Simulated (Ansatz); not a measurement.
Input:

CsCu2ICl2:
```yaml
crystal:
  lattice:
    - [7.55236, 0.00000, 0.00000]
    - [0.00000, 5.39631, 0.00000]
    - [-3.07550, 0.00000, 8.15860]
  atoms:
    - { symbol: Cs, position: [0.32688, 0.75000, 0.63141] }
    - { symbol: Cs, position: [0.67312, 0.25000, 0.36859] }
    - { symbol: Cu, position: [0.11336, 0.49887, 0.14722] }
    - { symbol: Cu, position: [0.88664, 0.50113, 0.85278] }
    - { symbol: Cu, position: [0.88664, 0.99887, 0.85278] }
    - { symbol: Cu, position: [0.11336, 0.00113, 0.14722] }
    - { symbol: I, position: [0.20221, 0.25000, 0.92290] }
    - { symbol: I, position: [0.79779, 0.75000, 0.07710] }
    - { symbol: Cl, position: [0.13117, 0.25000, 0.37101] }
    - { symbol: Cl, position: [0.86883, 0.75000, 0.62899] }
    - { symbol: Cl, position: [0.61908, 0.25000, 0.74426] }
    - { symbol: Cl, position: [0.38092, 0.75000, 0.25574] }
```

This is the PBEsol-relaxed structure.

Q: All from the program Ansatz at the PBEsol level (PAW), unless another level is named. Give the band gap.

A: 2.09 eV (direct).

Q: What about the hole effective mass with spin–orbit coupling?

A: 1.2, 2.0, 5.2 mₑ (principal values).

Q: What about the valence-band maximum?

A: at Γ.

Space group P2_1/m. The first step of the workflow began from a Materials Project structure, measured or hypothetical; the Crystallography Open Database copy checked does not list it. Whether it is the stable phase at ambient conditions was not checked. The PBEsol relaxation kept the symmetry of its start; whether a distortion lowers the energy is not shown. The run is not spin-polarised. Spin–orbit coupling is left out wherever it is not named.

Potentials: the later of the program's two PAW sets.
